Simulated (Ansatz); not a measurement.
Te (trigonal-Te type, space group P3_121)

```
CELL_PARAMETERS angstrom
      4.52111     0.00000     0.00000
     -2.26056     3.91540     0.00000
      0.00000     0.00000     5.95492
ATOMIC_POSITIONS crystal
  Te 0.26812 0.00000 0.33333
  Te 0.00000 0.26812 0.66667
  Te 0.73188 0.73188 0.00000
```

Scan: atom 1 (Te, nearest neighbour Te at 2.889 Å; its periodic images, 4.5 Å or more away, move with it) is displaced along Cartesian [111], direction (0.577, 0.577, 0.577) in Cartesian axes, by s. The other atoms stay.

Computed with PBE (plane waves to 420 eV, PAW, scalar-relativistic; Ansatz, a quantum-chemistry and plane-wave program). k mesh 7×7×5 (Γ-centred), Fermi-Dirac smearing 0.05 eV. E stands for the smeared free energy. As the smearing reaches across the gap at some points, energies and forces of such displacements shift with the k mesh and the smearing. Spin-orbit coupling is left out, though Te is heavy. Te was relaxed with its symmetry unable to fall. The PAW data are Ansatz's earlier set. ΔE is measured from the undisplaced structure.

The scan covers s from -0.580 to 0.580 Å in 11 points.

**Question.** Is this a single well or a double well?

**Answer.** A single well with its minimum at or next to zero displacement.

**Question.** Is the energy the same for displacements of ±0.580 Å, and if not, which side lies higher?

**Answer.** Not even: the negative side lies higher at ±0.580 Å. With its periodic images moving along, the atom's site symmetry in this cell is 2.

**Question.** What force acts on the atom along the line at s = -0.580 Å?

**Answer.** 7.40 eV/Å.

**Question.** What is the energy change at s = 0.580 Å?

**Answer.** 305 meV/cell.

**Question.** What is the force constant k = d²E/ds² of this move at s = 0?

**Answer.** 3.87 eV/Å².

(For displaced atoms, the force is minus the slope of the energy, and its curvature is a force constant, which sets phonon frequencies.)
